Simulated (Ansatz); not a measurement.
MnH2O2:
```yaml
crystal:
  lattice:
    - [2.86829, 1.65597, 0.00000]
    - [-2.86829, 1.65597, 0.00000]
    - [-0.00060, 0.00000, 4.60065]
  atoms:
    - { symbol: Mn, position: [0.91237, 0.08763, 0.02209] }
    - { symbol: H, position: [0.57864, 0.42136, 0.46408] }
    - { symbol: H, position: [0.24527, 0.75473, 0.58008] }
    - { symbol: O, position: [0.57888, 0.42112, 0.25457] }
    - { symbol: O, position: [0.24545, 0.75455, 0.78957] }
```
The run is spin-polarised; directions of the spins, atom by atom: ↑ 0 0 0 0.

Relaxed with r²SCAN+D4. Special points in fractions of this cell's reciprocal vectors: Γ (0.000, 0.000, 0.000); C (0.333, 0.333, 0.000); C2 (-0.333, 0.667, 0.000); Y2 (-0.500, 0.500, 0.000); M2 (-0.500, 0.500, 0.500); D (-0.333, 0.667, 0.500); D2 (0.333, 0.333, 0.500); A (0.000, 0.000, 0.500); L2 (0.000, 0.500, 0.500); V2 (0.000, 0.500, 0.000).

Problem. List the band energies nearest the valence-band maximum at these points for plane-wave PAW r²SCAN+D4 (Ansatz code).

Solution. In eV from the valence-band maximum; about four levels below and three above (degenerate sets whole), none deeper than 8.9 eV; points with the same levels are listed once.

```tsv
k	below	above
Γ ↑	-2.35 -2.35 -2.24 -0.17 -0.17	1.25 5.22 9.98
C ↑	-1.96 -1.96 -0.90 -0.90	7.20 7.20 7.66
Y2 ↑	-2.00 -1.93 -1.01 -0.08	5.63 7.11 8.00
M2 ↑	-2.01 -1.93 -0.96 -0.30	6.03 6.30 8.80
D ↑	-1.99 -1.99 -0.55 -0.55	7.31 7.55 7.56
A ↑	-2.37 -2.37 -2.29 0.00 0.00	3.38 4.79 9.86
L2 ↑	-2.01 -1.93 -0.96 -0.30	6.03 6.30 8.81
Γ ↓	-4.42 -4.42 -3.11 -3.11	1.96 3.43 3.43
C ↓	-5.63 -5.01 -5.01 -3.73	3.18 3.56 3.56
Y2 ↓	-5.98 -4.73 -4.31 -3.81	2.47 3.71 4.07
M2 ↓	-4.98 -4.60 -4.25 -3.87	2.92 3.86 4.06
D ↓	-4.93 -4.58 -4.51 -4.51	3.60 3.71 3.71
A ↓	-4.25 -4.25 -3.34 -3.34	3.16 3.37 3.37
```

Space group P-3m1. The first step of the workflow began from a Materials Project structure, measured or hypothetical; the Crystallography Open Database copy checked does not list it. Whether it is the stable phase at ambient conditions was not checked. Symmetry was held in the r²SCAN+D4 relaxation; its stability against distortions is not shown here. Spin order of the final state: ferromagnetic, the only order run, not a proven ground state. The cell computed holds one magnetic atom, so no antiferromagnetic order was within reach. Other orbital occupations within this spin state were not tried. No Hubbard U is applied. Point labels and valley counts follow the cell and symmetry of the run, lower than the named group.

Potentials: the later of the program's two PAW sets.
